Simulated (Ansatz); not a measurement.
CsAu (CsCl type, Pm-3m) under volume change, r²SCAN (plane waves, PAW; program Ansatz), scaled uniformly.

```csv
V (Å³/atom),E − E(relaxed) (meV/atom),P (GPa)
35.526,…,…
36.697,6.9,1.01
37.868,1.6,0.46
39.040,0.0,0.00
40.211,1.4,-0.38
41.382,…,…
42.553,11.6,-0.97
```

Task: Some entries are withheld; supply them.

Result: 
- 41.382, E − E(relaxed) (meV/atom): 5.4
- 41.382, P (GPa): -0.70
- 35.526, E − E(relaxed) (meV/atom): 16.6
- 35.526, P (GPa): 1.67

Task: What does a third-order Birch–Murnaghan fit give for V₀, B₀ and B′?

Result: V₀ = 39.04 Å³/atom, B₀ = 13.9 GPa, B′ = 5.0.

The first step of the workflow began from a Materials Project structure, measured or hypothetical; the Crystallography Open Database files this formula in space group No. 221, but the cells were not matched. Whether it is the stable phase at ambient conditions was not checked. Symmetry was held in the r²SCAN relaxation; whether a distortion lowers the energy is not shown. Spin–orbit coupling is left out wherever it is not named.

Potentials: the later of the program's two PAW sets.
